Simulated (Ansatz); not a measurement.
PtS2:
```
PtS2
1.0
    3.55080     0.00000     0.00000
   -1.77540     3.07508     0.00000
    0.00000     0.00000     5.20270
Pt S
1 2
Cartesian
  0.00000   0.00000   0.00000
  0.00000   2.05005   1.22564
  1.77540   1.02503   3.97706
```

Relaxed with r²SCAN+D4.

Give the optical modes at the zone centre with their infrared activity from DFPT, r²SCAN+D4 (plane waves, PAW; program Ansatz).

Transverse frequencies, without the LO–TO term; a row sums one degenerate level.

```tsv
ω (cm⁻¹)	degeneracy	IR ((D/Å)²/amu)	activity	symmetry
305	2	0.00	IR-inactive	Eg
311	2	9.29	IR	Eu
328	1	0.01	IR-inactive	A2u
344	1	0.00	IR-inactive	A1g
```

How high does the top mode go among those that the LO–TO term moves?

328 cm⁻¹ for q along x, 328 cm⁻¹ for q along y.

Space group P-3m1 (CdI2 type). The r²SCAN+D4 relaxation kept the symmetry of its start; phonons on a q-mesh show no instability. The run is not spin-polarised. Scalar-relativistic: spin–orbit coupling is off unless named, which matters more the heavier the elements.

Potentials: the later of the program's two PAW sets.
